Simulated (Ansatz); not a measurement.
Relaxed BaZrO₃ (cubic perovskite):

```
BaZrO3
1.0
    4.22721     0.00000     0.00000
    0.00000     4.22721     0.00000
    0.00000     0.00000     4.22721
Ba Zr O
1 1 3
Cartesian
  0.00000   0.00000   0.00000
  2.11361   2.11361   2.11361
  0.00000   2.11361   2.11361
  2.11361   2.11361   0.00000
  2.11361   0.00000   2.11361
```

In this cell atom 3 (O, nearest neighbour Zr at 2.114 Å; its periodic images, 4.2 Å or more away, move with it) is moved by s along Cartesian [111], unit vector (0.577, 0.577, 0.577); all other atoms and the cell stay fixed.

All values below come from PBE (plane waves to 420 eV, PAW, scalar-relativistic; Ansatz, a quantum-chemistry and plane-wave program). k mesh 6×6×6 (Γ-centred), Fermi-Dirac smearing 0.05 eV. Energies are smeared free energies. BaZrO3 is run without spin polarisation. BaZrO3 was relaxed with its symmetry unable to fall. The zero of ΔE is the undisplaced structure.

Problem. Estimate the ΔE (meV/cell) for s (Å) = -0.210, -0.168, -0.126, 0.042, 0.084, 0.126, 0.168, 0.210.

Solution. 
```
s (Å)   ΔE (meV/cell)
------  -------------
-0.210          119.4
-0.168           75.9
-0.126           42.4
0.042             4.7
0.084            18.8
0.126            42.4
0.168            75.9
0.210           119.4
```

(A displaced cell: forces are minus the slopes of the energy, force constants its curvatures, and phonons follow from these.)
